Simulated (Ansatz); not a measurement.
The following input was run with Ansatz 0.2.0.

```yaml
crystal:
  lattice:
    - [2.9020758515, 0.0, 0.0]
    - [-1.4510379258, 2.5132714111, 0.0]
    - [0.0, 0.0, 24.4781400414]
  atoms:
    - { symbol: Ag, position: [0.6666666667, 0.3333333333, 0.3063958286] }
    - { symbol: Ag, position: [0.3333333333, 0.6666666667, 0.4031979143] }
    - { symbol: Ag, position: [0.0, 0.0, 0.5] }
    - { symbol: Ag, position: [0.6666666667, 0.3333333333, 0.5968020857] }
    - { symbol: Ag, position: [0.3333333333, 0.6666666667, 0.6936041714] }
basis:
  ecutwfc: 550
kpoints:
  mp_grid: { grid: [12, 12, 1] }
hamiltonian:
  xc: r2scan
scf:
  occupations: { method: gaussian, width: 0.1 }
output:
  forces: true
  stress: true
  eigenvalues: true
efield:
  axis: 3
  dipole_correction: true
  ramp_width: 0.04
```

Launched with
```bash
ansatz run input.yaml --threads 2 --pin off --max-ram 5120MiB --backend cpu --events-out ev --progress --plain --runs-dir out
```

Computed with Ansatz, DFT r2SCAN, scalar-relativistic, plane waves, PAW.

Part of what the program printed, abridged (iterations and final results):

```
SCF iter   1: F=—  HF=-38018.882073 eV  |F-HF|=—  |Δ(HF+E_count)|=         —  Δρ=8.09e-3  dr2=1.57e-1  dr2_τ=3.95e-3  ethr=1.77e-3  p=0.000 e·Å  D=3.32e-13 V/Å  ΔV_dip= 0.00 eV  dr2_dipole=1.08e-7  V_vac-E_F(+/−)=4.47/4.48 eV  ⟨swp⟩=7.3  Hψ=4330  notcnv=0  defer=19
efield: sawtooth ramp at fractional position 0.9800 (placed from the atoms, in the widest stretch of the axis that holds none; the zero of the levels goes with the place), width 0.0400; the density the first Hamiltonian is built on has a dipole p = 0.000 e·Å; the dipole correction subtracts the counter field D = 3.32e-13 V/Å, which shifts the + side's vacuum level by  0.00 eV against the − side's; the planar-averaged density in the ramp window peaks in size at 1.3e-5 e/Å³
SCF iter   2: F=—  HF=-38018.905027 eV  |F-HF|=—  |Δ(HF+E_count)|=   2.30e-2  Δρ=1.00e-2  dr2=1.56e-1  dr2_τ=7.50e-3  ethr=1.65e-4  p= 0.000 e·Å  D=-1.26e-6 V/Å  ΔV_dip=0.00 eV  dr2_dipole=2.20e-7  V_vac-E_F(+/−)=4.37/4.37 eV  ⟨swp⟩=2.1  Hψ=2218  notcnv=0  defer=55
SCF iter   3: F=—  HF=-38018.867397 eV  |F-HF|=—  |Δ(HF+E_count)|=   3.76e-2  Δρ=2.54e-3  dr2=9.31e-3  dr2_τ=5.47e-4  ethr=1.65e-4  p= 0.000 e·Å  D=-5.57e-7 V/Å  ΔV_dip=0.00 eV  dr2_dipole=9.85e-9  V_vac-E_F(+/−)=4.44/4.44 eV  ⟨swp⟩=2.0  Hψ=1837  notcnv=0  defer=55
SCF iter   4: F=—  HF=-38018.864519 eV  |F-HF|=—  |Δ(HF+E_count)|=   2.88e-3  Δρ=2.67e-4  dr2=1.80e-4  dr2_τ=7.83e-6  ethr=9.80e-6  p= 0.000 e·Å  D=-5.96e-8 V/Å  ΔV_dip=0.00 eV  dr2_dipole=3.53e-10  V_vac-E_F(+/−)=4.43/4.43 eV  ⟨swp⟩=2.8  Hψ=2099  notcnv=0  defer=55
SCF iter   5: F=—  HF=-38018.864545 eV  |F-HF|=—  |Δ(HF+E_count)|=   2.54e-5  Δρ=1.18e-4  dr2=2.83e-5  dr2_τ=1.29e-6  ethr=1.90e-7  p= 0.000 e·Å  D=-3.98e-7 V/Å  ΔV_dip=0.00 eV  dr2_dipole=4.10e-10  V_vac-E_F(+/−)=4.42/4.42 eV  ⟨swp⟩=2.1  Hψ=1773  notcnv=0  defer=55
SCF iter   6: F=—  HF=-38018.864533 eV  |F-HF|=—  |Δ(HF+E_count)|=   1.20e-5  Δρ=5.32e-5  dr2=4.78e-6  dr2_τ=3.41e-7  ethr=2.97e-8  p= 0.000 e·Å  D=-1.11e-7 V/Å  ΔV_dip=0.00 eV  dr2_dipole=8.16e-12  V_vac-E_F(+/−)=4.42/4.42 eV  ⟨swp⟩=2.0  Hψ=1876  notcnv=0  defer=55
SCF iter   7: F=-38018.864532 eV  HF=-38018.864532 eV  |F-HF|=1.54e-7  |Δ(HF+E_count)|=   7.17e-7  Δρ=8.44e-6  dr2=9.33e-8  dr2_τ=1.15e-8  ethr=1.05e-10  p= 0.000 e·Å  D=-9.14e-8 V/Å  ΔV_dip=0.00 eV  dr2_dipole=5.06e-12  V_vac-E_F(+/−)=4.42/4.42 eV  ⟨swp⟩=12.3  Hψ=6380  notcnv=0
SCF iter   8: F=-38018.864532 eV  HF=-38018.864532 eV  |F-HF|=2.03e-8  |Δ(HF+E_count)|=   1.94e-7  Δρ=3.09e-6  dr2=1.96e-8  dr2_τ=1.20e-9  ethr=9.82e-11  p= 0.000 e·Å  D=-5.68e-8 V/Å  ΔV_dip=0.00 eV  dr2_dipole=2.99e-14  V_vac-E_F(+/−)=4.42/4.42 eV  ⟨swp⟩=5.5  Hψ=4268  notcnv=0
SCF 1 converged in 8 iterations: F = -38018.864532 eV  dr2 = 1.96e-8
SCF converged after 8 iterations
an eigenvalue changed by more than its tolerance at an iteration that met the thresholds in force, so the SCF went on 1 time: the last check found none over its tolerance
Free energy (F): -38018.864532 eV
Harris-Foulkes:  -38018.864532 eV  (|F-HF|=2.03e-8)
Internal energy: -38018.857016 eV  (E = F + TS)
E sigma→0 (E₀):  -38018.860774 eV
Entropy (-TS):   -0.007516 eV (-1.503 meV/atom)
Fermi energy:    5.999447 eV
Dipole field:    D = 0.000000 V/Å  (p = 0.000000 e·Å, saw-weighted, corrected)
Work function:   Φ+ = 4.4189 eV   Φ− = 4.4189 eV
Levels:          The Fermi level and band energies are counted from a zero that moves with the ramp; work functions are not
--- Per-component energies (eV) ---
  E_band       = -2337.540560
  E_kinetic    = 2639.930833
  E_local      = -136248.455603  (includes V_loc(G=0)·N_el)
  E_nonlocal   = 407.107774
  E_hartree    = 67110.030121
  E_xc         = -890.451394
  E_vxc        = -1312.465245  (∫ρ·V_xc dr)
  E_paw        = -19613.070704  (= ΣΔE_a)
  E_vpaw       = -2138.649385  (= ΣTr[D̂ρ^β])
  E_aug_tail   = 0.000318  (compensation charges beyond the density's cutoff)
  E_vtau       = 94.911629  (kinetic-family band-sum trace: ∫τ·v_τ [+ j·A + Jᵃ·Aᵃ] dr)
  E_efield     = 0.000000  (sawtooth field / dipole correction)
  E_vefield    = 0.000000  (∫n·V_field dr)
  E_ewald      = 48578.598193
  E_core_change = -2.546554  (= ΣΔE_core)
  E_smearing   = -0.007516  (= −TS)
--- Forces (eV/Å), atoms counted from 1 ---
  atom   1  Ag     0.00000000     0.00000000    -0.00950602
  atom   2  Ag     0.00000000     0.00000000     0.08362317
  atom   3  Ag     0.00000000     0.00000000    -0.00000099
  atom   4  Ag     0.00000000     0.00000000    -0.08362341
  atom   5  Ag     0.00000000     0.00000000     0.00950754
--- Stress (GPa, compression-positive) ---
       -0.959335       0.000000       0.000000
        0.000000      -0.959335       0.000000
        0.000000       0.000000      -0.274592
  P = ⅓ Tr σ = -0.7311 GPa (-7.311 kbar)
--- Band table (eV; the first three rows and the last of 19) ---
  k-point 0: bands = ["-88.6562", "-88.6559", "-88.5364", "-88.4538", "-88.4538", "-51.3024", "-51.2792", "-51.2124", "-51.2124", "-51.2118", "-51.2118", "-51.1456", "-51.0812", "-51.0812", "-51.0493", "-51.0483", "-51.0171", "-51.0171", "-51.0171", "-51.0171", "-1.5595", "-0.9246", "-0.5598", "-0.3840", "-0.3135", "0.9041", "0.9106", "0.9106", "0.9309", "1.0048", "1.0048", "1.0354", "1.0354", "1.2038", "1.2038", "1.2479", "1.2479", "1.5831", "1.9384", "1.9384", "1.9565", "1.9565", "2.2187", "2.2187", "2.4683", "2.4683", "2.6741", "2.6741", "3.1629", "5.2892", "6.2476", "10.0558", "10.5820", "10.9939", "12.4642", "12.8329", "15.2842"]
  k-point 1: bands = ["-88.6554", "-88.6551", "-88.5357", "-88.4531", "-88.4531", "-51.3001", "-51.2783", "-51.2211", "-51.2207", "-51.2145", "-51.2139", "-51.1448", "-51.0892", "-51.0833", "-51.0486", "-51.0478", "-51.0252", "-51.0252", "-51.0191", "-51.0191", "-1.3667", "-0.7407", "-0.4384", "-0.2546", "-0.1524", "0.7812", "0.8644", "0.8856", "0.9757", "1.0000", "1.0504", "1.0918", "1.1149", "1.1343", "1.2262", "1.2851", "1.3444", "1.4036", "1.8499", "1.8632", "1.9650", "1.9876", "2.0920", "2.2217", "2.3556", "2.4709", "2.5206", "2.6814", "3.6205", "5.5785", "6.6516", "10.1941", "10.7490", "11.1290", "12.6262", "12.9832", "15.4462"]
  k-point 2: bands = ["-88.6533", "-88.6531", "-88.5337", "-88.4510", "-88.4510", "-51.2938", "-51.2759", "-51.2452", "-51.2433", "-51.2204", "-51.2197", "-51.1436", "-51.1107", "-51.0888", "-51.0483", "-51.0483", "-51.0457", "-51.0453", "-51.0248", "-51.0248", "-0.8521", "-0.3007", "-0.1642", "0.0234", "0.2226", "0.5592", "0.7075", "0.7343", "0.8309", "1.0247", "1.1095", "1.1881", "1.2629", "1.3070", "1.3185", "1.3781", "1.4605", "1.5295", "1.6163", "1.7499", "1.8050", "1.8897", "2.0032", "2.1781", "2.2221", "2.4753", "2.6995", "2.9031", "4.3461", "6.2940", "7.6564", "10.6060", "11.2511", "11.5535", "13.1179", "13.4363", "15.9058"]
  k-point 18: bands = ["-88.6432", "-88.6432", "-88.5242", "-88.4413", "-88.4413", "-51.3053", "-51.3010", "-51.3010", "-51.2987", "-51.2639", "-51.2639", "-51.1621", "-51.1621", "-51.1451", "-51.1031", "-51.1031", "-51.1006", "-51.1006", "-51.0384", "-51.0384", "0.0831", "0.1077", "0.1077", "0.3219", "0.4210", "0.4210", "0.5437", "0.6877", "0.6877", "1.0020", "1.1514", "1.1514", "1.3690", "1.3690", "1.3771", "1.4111", "1.8562", "1.8562", "1.9073", "1.9742", "2.4085", "2.4085", "2.6120", "2.6120", "2.6301", "9.4606", "9.4606", "9.5879", "10.0481", "10.2330", "10.2330", "11.1799", "11.1799", "11.7525", "12.5078", "12.8053", "12.8053"]
```

Self-consistency was reached.

It took 26 s on 2 threads of AMD EPYC 7R43 64-Core Processor (Zen 3) (shared host), peak memory 0.94 GiB.